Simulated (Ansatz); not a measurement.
Consider the following.

Tl:
```
CELL_PARAMETERS angstrom
      3.46066     0.00000     0.00000
     -1.73033     2.99702     0.00000
      0.00000     0.00000     5.51231
ATOMIC_POSITIONS crystal
  Tl 0.33333 0.66667 0.75000
  Tl 0.66667 0.33333 0.25000
```

This is the PBEsol-relaxed structure. Cartesian axes are those of the cell as given.

**Question.** All from DFT-PBEsol in the program Ansatz with PAW potentials, unless another level is named. Estimate the Poisson's ratio.

**Answer.** 0.42.

**Question.** Next, the elastic constants (relaxed ions, GPa)?

**Answer.** C11 = 41.7, C12 = 34.8, C13 = 29.1, C33 = 58.7, C44 = 8.5.

Space group P6_3/mmc (hcp (Mg type)). Symmetry was held in the PBEsol relaxation. As this level gives no gap, shear constants depend on the k-mesh and smearing (Fermi–Dirac, 0.1 eV here). Spin–orbit coupling is left out wherever it is not named.

Potentials: the later of the program's two PAW sets.
